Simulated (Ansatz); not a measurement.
Simulated powder pattern, Cu Kα1, λ = 1.54056 Å (kinematic, ideal powder, no thermal factors, no anomalous dispersion; the 30 strongest lines at most, above 1 %, up to 2θ = 90°):

```csv
2θ (°),I/Imax (%)
25.27,23
30.77,100
43.62,38
44.53,21
48.10,15
51.89,2.8
53.54,7.7
55.10,19
57.82,8.6
60.10,3.9
64.09,12
70.72,12
72.11,10
73.44,7.6
77.79,1.7
79.46,6.4
81.38,5.8
84.62,5.7
```

The pattern belongs to a structure relaxed with PBE+D3(BJ) in the plane-wave PAW code Ansatz.

Q: Pick the material that matches.
(A) La, dhcp (α-La type)
(B) Se, trigonal Se type
(C) Au, fcc (Cu type)
(D) Ce, fcc (Cu type)

A: B, Se, trigonal Se type

Q: Give the lattice parameters.

A: a = 4.066 Å, c = 5.130 Å.

Space group P3_121 (trigonal Se type). The cell was relaxed with PBE+D3(BJ) under the symmetry of its start.

Potentials: the later of the program's two PAW sets.
